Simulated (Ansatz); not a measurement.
Start of a relaxation of In3Sb2As:

```
In Sb As
1.0
     4.23025    0.00000    0.00000
    -2.11512    3.66350    0.00000
     0.00000    0.00000   10.36195
In Sb As
3 2 1
Cartesian
  0.0000 0.0000 0.0000
  0.0000 2.4423 6.9080
  2.1151 1.2212 3.4540
  0.0000 2.4423 9.4984
  2.1151 1.2212 6.0445
  0.0000 0.0000 2.5905
```

Method: DFT PBE, scalar-relativistic, plane waves, PAW in Ansatz 0.2.0. Cutoff 420 eV, Gaussian smearing, Γ-centred meshes. Cell and atoms relax first on a coarse mesh and then on a finer one. In between, the cell is made exact in the group found at 0.06 Å. In metals the finer mesh still leaves noise of several meV/atom or more. The steps can't lower the symmetry of their start. No spin polarisation.

A guess keeps its type if space group and coordination stay and the shape of the cell changes little (axis ratios within about 15 %, angles within 6°); the volume may change.

**Question.** Does this structure survive the relaxation?

**Answer.** It keeps its type. The symmetry stays P3m1 (No. 156). The volume per atom grows by 27.7 %, from 26.8 to 34.2 Å³. The shortest distance goes from 2.59 Å (In–As and In–Sb) to 2.68 Å (In–As). The ratio c/a of the conventional cell changes by a factor of 1.00. Counting neighbours within 15 % of an atom's shortest distance, the start has As 4, In 4, Sb 4 and the end As 4, In 4, Sb 4.

Formation energies are uncorrected and refer to the elements' standard structures at the same level.

**Question.** At what energy does it end?

**Answer.** −0.15 eV/atom. It lies below the elements, which doesn't yet make it stable against other compounds or structures.

The last run used a 12×12×4 mesh (in the run's order of axes) for its 6-atom cell and Gaussian smearing of 0.10 eV. Spin–orbit coupling, which can matter for Sb, is left out. The reference form of As is held partly by dispersion forces, which this level lacks. Symmetry constrained the relaxation, so the result can be a saddle point.
